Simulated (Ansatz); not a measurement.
Computed with Ansatz 0.2.0, DFT PBE, scalar-relativistic, plane waves, PAW. Plane waves to 420 eV, an 8×8×8 mesh through Γ for the 8-atom cell and 0.02 eV Gaussian smearing; no spin polarisation.

Formation energies are uncorrected and count from the elements' standard states at the same level.

Task: Propose a candidate for a tetragonal semiconductor that holds Se and 2 more elements, with a gap near 0.6 eV, a formation energy near −0.64 eV/atom and a density near 5.19 g/cm³, in a cell of 8 atoms. Its symmetry should be I-42m (No. 121).

Result: Cd4Se3S, space group I-42m (No. 121). Cd is surrounded by 1 S at 2.58 Å and 3 Se at 2.68–2.69 Å; around Se on a site of symmetry -4 lie 4 Cd at 2.68 Å; around Se on a site of symmetry -42m lie 4 Cd at 2.69 Å; S is surrounded by 4 Cd at 2.58 Å.

```
Cd Se S
1.0
    -3.06429    3.06429    6.12526
     3.06429   -3.06429    6.12526
     3.06429    3.06429   -6.12526
Cd Se S
4 3 1
Cartesian
  -1.4869 1.4869 7.6198
  1.5774 1.5774 -1.4945
  1.4869 -1.4869 7.6198
  1.4869 1.4869 4.6307
  3.0643 0.0000 3.0626
  0.0000 3.0643 3.0626
  0.0000 0.0000 0.0000
  0.0000 0.0000 6.1253
```

The volume per atom is 28.76 Å³, the density is 5.19 g/cm³ and the formation energy is −0.636 eV/atom. The gap on the 8×8×8 mesh of the 8-atom cell is 0.61 eV.

It was reached by relaxing an invented guess, and it needn't be the stable form of this composition. Other answers may fit too; this one was computed.

Kohn–Sham gaps at this level usually fall short of measured ones. The reference forms of S and Se are held partly by dispersion forces, which this level lacks. A structure relaxed within its symmetry needn't be a true minimum.
